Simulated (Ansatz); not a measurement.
NbAs:
```yaml
crystal:
  lattice:
    - [-1.73670, 1.73670, 5.87521]
    - [1.73670, -1.73670, 5.87521]
    - [1.73670, 1.73670, -5.87521]
  atoms:
    - { symbol: Nb, position: [0.99939, 0.99939, 0.00000] }
    - { symbol: Nb, position: [0.74939, 0.24939, 0.50000] }
    - { symbol: As, position: [0.41761, 0.41761, 0.00000] }
    - { symbol: As, position: [0.16761, 0.66761, 0.50000] }
```

Relaxed with PBE. Special points in fractions of this cell's reciprocal vectors: Γ (0.000, 0.000, 0.000); X (0.000, 0.000, 0.500); P (0.250, 0.250, 0.250); N (0.000, 0.500, 0.000); M (0.500, 0.500, -0.500); S (0.272, 0.728, -0.272); S0 (-0.272, 0.272, 0.272); R (-0.044, 0.044, 0.500); G (0.500, 0.500, -0.044).

List the band energies nearest the Fermi level at these points for plane-wave PAW PBE (Ansatz code).

In eV from the Fermi level; about four levels below and three above (degenerate sets whole), none deeper than 8.9 eV; points with the same levels are listed once.

```json
[
 {"k": "Γ", "below": "-2.00 -1.64 -1.36 -1.36", "above": "0.68 1.24 2.39"},
 {"k": "X", "below": "-2.76 -2.76 -0.59 -0.59", "above": "2.35 2.35 2.61 2.61"},
 {"k": "P", "below": "-2.79 -2.79 -0.57 -0.57", "above": "2.37 2.37 2.57 2.57"},
 {"k": "N", "below": "-2.22 -1.78 -1.35 -0.08", "above": "0.06 1.17 2.07"},
 {"k": "M", "below": "-2.44 -2.44 -0.55 -0.55", "above": "0.94 0.94 1.90 1.90"},
 {"k": "S", "below": "-2.20 -2.05 -1.36 -0.13", "above": "0.18 1.42 1.96"},
 {"k": "R", "below": "-2.74 -2.74 -0.63 -0.63", "above": "2.24 2.24 2.62 2.62"}
]
```

Space group I4_1md. The cell was relaxed with PBE under the symmetry of its start; of distortions, only those at the zone centre were tested. No spin polarisation was allowed. A small band overlap can be real or an error of a semilocal functional. The Fermi level of a semimetal is unsure by some 0.05 eV on such meshes. Scalar-relativistic: spin–orbit coupling is off unless named, which matters more the heavier the elements.

Potentials: the later of the program's two PAW sets.
